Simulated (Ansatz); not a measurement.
## Notes on YbH4N2

```xyz
14
Lattice="0.0000 5.2685 0.0000 5.2685 0.0000 0.0000 2.6342 2.6342 -5.2791" Properties=species:S:1:pos:R:3 pbc="T T T"
Yb    0.0000    0.0000    0.0000
Yb    2.6342    5.2685   -2.6395
N     2.6342    2.6342   -2.6596
N     2.6342    5.2685   -0.0201
N     2.6342    5.2685   -5.2590
N     5.2685    5.2685   -2.6195
H     3.4613    2.6342   -2.0282
H     5.2685    3.4613   -4.6678
H     1.8071    2.6342   -2.0282
H     5.2685    7.0756   -4.6678
H     0.8271    2.6342   -0.6113
H     5.2685    4.4414   -3.2509
H     4.4414    2.6342   -0.6113
H     5.2685    6.0956   -3.2509
```

Single point in Ansatz 0.2.0 with r2SCAN, no spin polarisation. Cutoff 500 eV, PAW datasets, 4×4×4 Γ-centred k mesh, fermi-dirac filling (width 0.1 eV).

(1) Metal or insulator?

(2) Is the cell too large or too small?

(3) Where is the largest force?

(4) What do density and ELF say about some of the short contacts?

(5) Which element gives electrons and which takes them?

Origin: a database entry at a rescaled volume. Caveats: no spin polarisation, so a magnetic state may lie lower; the k mesh is coarse if the cell is a metal; f levels without a U or exact exchange are poorly placed.

Answers

(1) It is a metal on this mesh, though the bands barely overlap, with about 0.45 states/eV a cell as the mean within 0.25 eV of the Fermi level, mostly N s (22 %), Yb s (22 %) and H s (20 %).

(2) The pressure is -6.1 GPa (compression positive), so with the atoms held at these fractions the cell would first shrink. The principal stresses -7.0, -5.7, -5.7 GPa differ, so its shape would change too.

(3) The largest is on H11 (and as large on other atoms): 0.73 eV/Å, components (-0.59, 0.00, 0.42). It makes 2° with the line to a nearest neighbour, N5 at 1.04 Å, pointing towards it.

(4) N–H at 1.04 Å: least valence density 2.12 e/Å³ and ELF 0.97 there. Yb–N at 2.62 Å: least valence density 0.22 e/Å³ and ELF 0.08 there. Yb–H at 2.83 Å: least valence density 0.14 e/Å³ and ELF 0.11 there. Both are smooth PAW fields, read partly inside the augmentation spheres.

(5) Bader charges in e: Yb +1.65, H +0.30, N -1.42. In the mean Yb gives up most and N takes most.
